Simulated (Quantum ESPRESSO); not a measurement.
# Zn6AlS7Cl: convergence and cost over cutoff and k mesh

Computed values, not a measurement. The program is pw.x of Quantum ESPRESSO 7.5 (plane-wave density functional theory). The cell is made up: 15 atoms on a doubled zincblende/diamond lattice with one site empty, with randomly drawn elements, strain and displacements, not relaxed. PseudoDojo standard norm-conserving files (v0.5 for PBE, v0.4.1 for LDA and PBEsol) set the functional; there is no spin polarisation, spin-orbit coupling or dispersion term, and the masses in the input are unused placeholders.

Input of the run in row 4:

```
&control calculation='scf', pseudo_dir='./dojo.nc.sr.pbe.v0_5.standard.upf', outdir='./o', disk_io='low', tprnfor=.true., tstress=.true. /
&system ibrav=0, nat=15, ntyp=4, nbnd=92, ecutwfc=84.00895049, nosym=.true., tot_charge=0,
 occupations='smearing', smearing='fd', degauss=0.0018374661
/
&electrons conv_thr=7.350e-09, electron_maxstep=60, /
ATOMIC_SPECIES
Al 1.0 Al.upf
Cl 1.0 Cl.upf
S 1.0 S.upf
Zn 1.0 Zn.upf
CELL_PARAMETERS angstrom
5.4304 0.0068 0.0383
0.0068 5.3016 -0.0742
0.0765 -0.1484 10.6541
ATOMIC_POSITIONS angstrom
Zn -0.0376 -0.057 -0.005
Zn 0.0372 2.5932 2.5886
Zn 2.6917 0.0268 2.684
Zn 2.6526 2.6286 -0.0516
Zn -0.0093 -0.0957 5.361
Al 2.7667 -0.1423 8.0099
Zn 2.7267 2.6018 5.3461
S 1.3089 1.2831 1.334
Cl 1.3836 3.9188 4.0338
S 4.0522 1.3822 4.006
S 4.1359 3.8937 1.306
S 1.3902 1.2057 6.6223
S 1.4043 3.7888 9.2822
S 4.1345 1.2092 9.3519
S 4.0974 3.8586 6.6619
K_POINTS automatic
4 4 2 1 1 1
```

The same cell was run at these settings. Meshes are shifted by half a step, and differences are from the last row, which is itself not exact.

| cutoff (eV) | k mesh | k points solved | threshold (eV) | free energy less the last row's (eV) | pressure (GPa) | largest stress difference (GPa) | largest force difference (eV/Å) | iterations | wall time (s) | k-point pools | processor |
| --- | --- | --- | --- | --- | --- | --- | --- | --- | --- | --- | --- |
| 800 | 2 x 2 x 2 | 4 | 1e-04 | 7.532 | -33.70 | 36.65 | 0.019 | 9 | 39 | 4 | Intel Xeon, 2023 or later |
| 1143 | 1 x 1 x 1 | 1 | 1e-07 | 2.657 | 4.79 | 3.47 | 0.371 | 13 | 55 | 4 | AMD EPYC, Zen 5 class |
| 695 | 4 x 4 x 2 | 16 | 1e-07 | 39.734 | -135.31 | 138.14 | 0.139 | 12 | 76 | 4 | AMD EPYC, Zen 5 class |
| 1143 | 4 x 4 x 2 | 16 | 1e-07 | 0.003 | 2.78 | 0.00 | 0.001 | 12 | 144 | 4 | AMD EPYC, Zen 5 class |
| 1437 | 6 x 6 x 4 | 72 | 1e-07 | 0.000 | 2.77 | 0.00 | 0.000 | 12 | 882 | 4 | AMD EPYC, Zen 5 class |

Each pool is one process. Wall times include start-up and a band step at six k points, which weighs most on the coarsest meshes. The runs were on shared virtual cores whose load varied, so times are rough.